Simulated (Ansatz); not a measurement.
Geometry optimisation in Ansatz: input, command and trajectory.

```yaml
crystal:
  lattice:
    - [2.8112162704, 0.0, 0.0]
    - [-1.4056081352, 2.4345847057, 0.0]
    - [0.0, 0.0, 5.073912678]
  atoms:
    - { symbol: Ni, position: [0.0, 0.0, 0.5] }
    - { symbol: O, position: [0.6666666667, 0.3333333333, 0.685663081] }
    - { symbol: O, position: [0.3333333333, 0.6666666667, 0.314336919] }
basis:
  ecutwfc: 420
kpoints:
  mp_grid: { grid: [12, 12, 6] }
hamiltonian:
  xc: pbesol
scf:
  occupations: { method: gaussian, width: 0.02 }
output:
  forces: true
  stress: true
  eigenvalues: true
relax:
  adjacent_minimum: "off"
  f_tol: 0.01
  max_steps: 30
  cell: { stress_tol: 0.1, fix: [volume] }
```

```bash
ansatz run input.yaml --threads 1 --pin off --max-ram 2560MiB --backend cpu --events-out ev --progress --plain --runs-dir out
```

Theory: DFT PBEsol, scalar-relativistic, plane waves, PAW in Ansatz.

The volume is held at 1.06 times that of the relaxed cell.

Of 7 frames 6 are shown, positions in Å and forces in eV/Å; the SCF threshold varies from step to step. Steps run on the plane waves of an earlier cell, with a Pulay correction in the pressure. The basis is chosen afresh for the last frame, the zero of the energies, and at times for earlier ones too; energy and pressure step there, also at an unchanged geometry. Spin polarisation was left out; whether the Ni atoms would carry moments isn't shown by this run.

```xyz
3
Lattice="2.8112 0.0000 0.0000 -1.4056 2.4346 0.0000 0.0000 0.0000 5.0739" Properties=species:S:1:pos:R:3:forces:R:3 pbc="T T T" step=1 free_energy_over_end_meV_per_atom=5.23 pressure_GPa=-5.00
Ni    0.0000    0.0000    2.5370    0.0000    0.0000    0.0000
O     1.4056    0.8115    3.4790    0.0000    0.0000   -0.3903
O     0.0000    1.6231    1.5949    0.0000    0.0000    0.3903
3
Lattice="2.8003 0.0000 0.0000 -1.4002 2.4252 0.0000 0.0000 0.0000 5.1134" Properties=species:S:1:pos:R:3:forces:R:3 pbc="T T T" step=2 free_energy_over_end_meV_per_atom=1.90 pressure_GPa=-3.02
Ni    0.0000    0.0000    2.5567    0.0000    0.0000    0.0000
O     1.4002    0.8084    3.4948    0.0000    0.0000   -0.2310
O     0.0000    1.6168    1.6186    0.0000    0.0000    0.2310
3
Lattice="2.7858 0.0000 0.0000 -1.3929 2.4126 0.0000 0.0000 0.0000 5.1669" Properties=species:S:1:pos:R:3:forces:R:3 pbc="T T T" step=3 free_energy_over_end_meV_per_atom=0.27 pressure_GPa=-0.12
Ni    0.0000    0.0000    2.5834    0.0000    0.0000    0.0000
O     1.3929    0.8042    3.5150    0.0000    0.0000    0.0157
O     0.0000    1.6084    1.6518    0.0000    0.0000   -0.0157
3
Lattice="2.7867 0.0000 0.0000 -1.3934 2.4134 0.0000 0.0000 0.0000 5.1634" Properties=species:S:1:pos:R:3:forces:R:3 pbc="T T T" step=4 free_energy_over_end_meV_per_atom=0.26 pressure_GPa=-0.31
Ni    0.0000    0.0000    2.5817    0.0000    0.0000    0.0000
O     1.3934    0.8045    3.5137    0.0000    0.0000   -0.0009
O     0.0000    1.6089    1.6497    0.0000    0.0000    0.0009
3
Lattice="2.7867 0.0000 0.0000 -1.3934 2.4134 0.0000 0.0000 0.0000 5.1634" Properties=species:S:1:pos:R:3:forces:R:3 pbc="T T T" step=5 free_energy_over_end_meV_per_atom=0.02 pressure_GPa=-0.28
Ni    0.0000    0.0000    2.5817    0.0000    0.0000    0.0000
O     1.3934    0.8045    3.5137    0.0000    0.0000   -0.0011
O     0.0000    1.6089    1.6497    0.0000    0.0000    0.0011
3
Lattice="2.7844 0.0000 0.0000 -1.3922 2.4113 0.0000 0.0000 0.0000 5.1722" Properties=species:S:1:pos:R:3:forces:R:3 pbc="T T T" step=7 free_energy_over_end_meV_per_atom=0.00 pressure_GPa=-0.08
Ni    0.0000    0.0000    2.5861    0.0000    0.0000    0.0000
O     1.3922    0.8038    3.5192    0.0000    0.0000   -0.0010
O     0.0000    1.6076    1.6530    0.0000    0.0000    0.0010
```

Time: 14 s on 1 thread of Intel(R) Xeon(R) 6975P-C (Granite Rapids), on a shared host, peak memory 0.41 GiB.

The cell holds layers, and where no dispersion correction was added their binding is poorly described.